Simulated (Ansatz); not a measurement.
**Notes on Ca$_{3}$Y$_{2}$Cd$_{2}$P$_{4}$**

```xyz
11
Lattice="4.3807 0.0000 0.0000 -2.1903 3.7938 0.0000 0.0000 0.0000 15.8590" Properties=species:S:1:pos:R:3 pbc="T T T"
Y    -0.0002    2.5293    2.1457
Y     2.1906    1.2645   13.7133
Ca    0.0000    0.0000    0.0000
Cd   -0.0002    2.5293    8.9048
Cd    2.1906    1.2645    6.9542
P    -0.0002    2.5293   13.7466
P     2.1906    1.2645    2.1124
Ca    0.0000    0.0000    4.2772
Ca    0.0000    0.0000   11.5818
P    -0.0002    2.5293    6.1581
P     2.1906    1.2645    9.7010
```

Method: r2SCAN, no spin polarisation; PAW, plane waves to 500 eV, 9×9×3 Γ-centred mesh, fermi-dirac occupations (width 0.1 eV) (Ansatz 0.2.0), atoms fixed.

Question: What happens at the Fermi level?

Answer: It is a metal, with about 7 states/eV a cell as the mean within 0.25 eV of the Fermi level, mostly Y d (57 %).

Question: What does the stress say?

Answer: The pressure is 5.0 GPa (compression positive), so with the atoms held at these fractions the cell would first expand; the forces are large, so a full relaxation may end otherwise. The principal stresses 0.9, 7.0, 7.0 GPa differ, so its shape would change too.

Question: Where is the largest force?

Answer: The largest is on Ca8 (and as large on other atoms): 1.26 eV/Å, components (0.00, 0.00, 1.26). It makes 53° with the line to a nearest neighbour, P10 at 3.15 Å.

Origin: a known structure type with other elements, at an estimated volume, so it need not be a known compound. Caveats: many states at the Fermi level without spin polarisation, so a magnetic state may lie lower.
